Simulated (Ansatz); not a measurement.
Molecular dynamics on a 2×2×1 supercell (16 atoms) of MgHgSe2 (ordering on zincblende), relaxed with r2SCAN. Forces come from PBE in Ansatz: a Langevin thermostat at fixed volume, 300 K, steps of 3 fs. Spin polarisation is off, nuclei are classical, and the run is far too short for thermal averages. The structure comes from a prototype and may be hypothetical.

```yaml
crystal:
  lattice:
    - [8.6277221453, 0.0, 0.0]
    - [0.0, 8.6277221453, 0.0]
    - [0.0, 0.0, 5.9854478143]
  atoms:
    - { symbol: Mg, position: [0.0, 0.0, 0.0] }
    - { symbol: Se, position: [0.0, 0.25, 0.2354752515] }
    - { symbol: Hg, position: [0.25, 0.25, 0.5] }
    - { symbol: Se, position: [0.25, 0.0, 0.7645247485] }
    - { symbol: Mg, position: [0.0, 0.5, 0.0] }
    - { symbol: Se, position: [0.0, 0.75, 0.2354752515] }
    - { symbol: Hg, position: [0.25, 0.75, 0.5] }
    - { symbol: Se, position: [0.25, 0.5, 0.7645247485] }
    - { symbol: Mg, position: [0.5, 0.0, 0.0] }
    - { symbol: Se, position: [0.5, 0.25, 0.2354752515] }
    - { symbol: Hg, position: [0.75, 0.25, 0.5] }
    - { symbol: Se, position: [0.75, 0.0, 0.7645247485] }
    - { symbol: Mg, position: [0.5, 0.5, 0.0] }
    - { symbol: Se, position: [0.5, 0.75, 0.2354752515] }
    - { symbol: Hg, position: [0.75, 0.75, 0.5] }
    - { symbol: Se, position: [0.75, 0.5, 0.7645247485] }
kpoints:
  mp_grid: { grid: [2, 2, 2] }
hamiltonian:
  xc: pbe
scf:
  occupations: { method: fermi_dirac, width: 0.026 }
md:
  ensemble: nvt_langevin
  temperature: 300
  timestep: 3.0
  n_steps: 30
  initial_velocities: maxwell_boltzmann
  seed: 1137
```

Command: `ansatz run input.yaml --threads 4 --pin off --max-ram 3686MiB --backend cpu --events-out ev --progress --plain --runs-dir out`. Wall time 4.1 min on 4 threads of Arm Neoverse V1 (shared host), load about 1.1 per core; peak host memory 1.8 GiB.

```
step  t (fs)  T (K)  free energy F from step 0 (meV/atom)  kinetic energy (meV/atom)  largest force (eV/Å)
   0       0    281                                   0.0                       36.4                  0.06
   1       3    264                                   0.3                       34.1                  0.15
   2       6    303                                   1.2                       39.2                  0.29
   3       9    274                                   2.8                       35.4                  0.44
   4      12    271                                   5.0                       35.0                  0.58
   5      15    247                                   7.6                       32.0                  0.69
   6      18    253                                  10.2                       32.7                  0.78
   7      21    228                                  13.0                       29.5                  0.86
   8      24    221                                  15.4                       28.5                  0.89
   9      27    188                                  17.4                       24.3                  0.89
  10      30    191                                  19.4                       24.7                  0.90
  11      33    168                                  21.3                       21.7                  0.92
  12      36    170                                  22.8                       21.9                  0.95
  13      39    150                                  23.8                       19.4                  0.97
  14      42    160                                  24.2                       20.7                  0.97
  15      45    153                                  23.9                       19.8                  0.99
  16      48    154                                  23.2                       19.9                  0.99
  17      51    156                                  22.5                       20.2                  1.01
  18      54    190                                  21.8                       24.6                  1.04
  19      57    195                                  21.3                       25.2                  1.04
  20      60    223                                  21.2                       28.8                  1.05
  21      63    239                                  21.4                       30.9                  1.06
  22      66    236                                  22.1                       30.5                  1.07
  23      69    233                                  23.1                       30.2                  1.07
  24      72    209                                  24.2                       27.0                  1.06
  25      75    188                                  25.1                       24.3                  1.04
  26      78    181                                  25.4                       23.4                  1.01
  27      81    159                                  25.6                       20.5                  1.02
  28      84    176                                  25.8                       22.8                  1.03
  29      87    201                                  26.0                       26.0                  1.01
  30      90    177                                  26.2                       22.8                  0.98
```

The temperature starts at 281 K, is lowest at step 13 (150 K, 39 fs) and ends at 177 K. The thermostat hasn't had time to restore it. The atoms start on their lattice sites with kinetic energy alone, so much of it first passes into potential energy. By the last step the atoms have moved 0.14 Å in the root mean square, the drift of the whole cell taken out, 0.22 Å at most.

Positions (Å) and forces (eV/Å) at step 30:
```
Mg   0.022  -0.124   0.113     0.341   0.266  -0.209
Se  -0.071   2.060   1.527     0.434   0.243  -0.634
Hg   2.176   2.170   2.956    -0.246  -0.215   0.418
Se   2.315   0.013   4.736    -0.503   0.093  -0.500
Mg   0.033   4.198  -0.137     0.163   0.112   0.822
Se   0.123   6.398   1.477    -0.494  -0.454  -0.098
Hg   2.227   6.468   3.068    -0.042   0.300   0.170
Se   2.239   4.310   4.621     0.069  -0.151  -0.138
Mg   4.465   0.023   0.077    -0.039   0.518  -0.030
Se   4.272   2.350   1.383     0.154  -0.965   0.092
Hg   6.366   2.157   2.942    -0.053  -0.060   0.361
Se   6.547   0.022   4.624     0.036  -0.080  -0.279
Mg   4.428   4.336  -0.049     0.047   0.468  -0.285
Se   4.331   6.499   1.342    -0.235  -0.148   0.142
Hg   6.333   6.467   2.939     0.611   0.294   0.069
Se   6.553   4.363   4.512    -0.245  -0.223   0.100
```
